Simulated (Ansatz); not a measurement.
Relaxed TiN (rock salt):

```
TiN
1.0
    0.00000     2.10198     2.10198
    2.10198     0.00000     2.10198
    2.10198     2.10198     0.00000
N Ti
1 1
Cartesian
  0.00000   0.00000   0.00000
  2.10198   2.10198   2.10198
```

Computed with PBEsol (plane waves to 420 eV, PAW, scalar-relativistic; Ansatz, a quantum-chemistry and plane-wave program). k mesh 15×15×15 (Γ-centred), Fermi-Dirac smearing 0.05 eV. With partly filled bands, energies and forces of such displacements shift with the k mesh and the smearing. TiN is run without spin polarisation. TiN was relaxed with its symmetry unable to fall.

One atom of the cell was then moved (with its periodic images), all else fixed, and the forces (eV/Å) came out as:

```
atom      Fx      Fy     Fz
----  ------  ------  -----
N1    -1.351  -1.351  0.000
Ti2    1.351   1.351  0.000
```

With two atoms only their relative shift counts; take Ti2 as fixed.

Task: Which atom was moved, and by which vector (Å)?

Result: N1, by (0.12, 0.12, 0.00), 0.17 Å in all.

(A displaced cell: forces are minus the slopes of the energy, force constants its curvatures, and phonons follow from these.)
